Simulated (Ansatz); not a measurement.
## EuNi3: energy against volume and a worked fit

Symmetry: Pm-3m, No. 221, cubic system. Conventional cell: a = 3.888 Å, b = 3.888 Å, c = 3.888 Å, α = 90.00°, β = 90.00°, γ = 90.00°. Around Eu (site symmetry m-3m) lie 12 Ni at 2.75 Å. Ni (site symmetry 4/mmm) has 4 Eu at 2.75 Å and 8 Ni at 2.75 Å as nearest neighbours.

The cell comes from a database or a generator and needn't be the stable form of this composition.

The cell was scaled at fixed shape and fractions and run with Ansatz, Ansatz PAW, cutoff 420 eV; PBE, k mesh 7 × 7 × 7 on the cell of 4 atoms, fermi-dirac occupations of 0.05 eV, collinear spin, ferromagnetic start, no spin-orbit coupling. Energies are those that the program minimises, any entropy of the smearing included. For a metal such a mesh isn't converged to the digits shown. The magnetic state is the one that the start led to, which needn't be the lowest. Plain semilocal runs treat an open f shell poorly.

| V (Å³/atom) | energy over the lowest row (meV/atom) |
| --- | --- |
| 13.8109 | 27.95 |
| 14.1047 | 14.12 |
| 14.3986 | ? |
| 14.6924 | 0.64 |
| 14.9863 | 0.00 |
| 15.2801 | 2.84 |
| 15.5740 | 8.79 |

**Question.** Fit the third-order Birch-Murnaghan form, give V0, B0 and B′, and predict the energy left open.

**Answer.** With y = (V0/V)^(2/3), E = E0 + (9 V0 B0/16) [(y - 1)³ B′ + (y - 1)² (6 - 4y)]. Least squares through the rows shown give V0 = 14.8898 Å³/atom, E0 = -0.19 meV, B0 = 99.83 GPa (1 eV/Å³ = 160.218 GPa) and B′ = 4.77, with a largest miss of 0.01 meV. At V = 14.3986 the form with these constants gives 5.19 meV; the run gave 5.21 meV an atom.
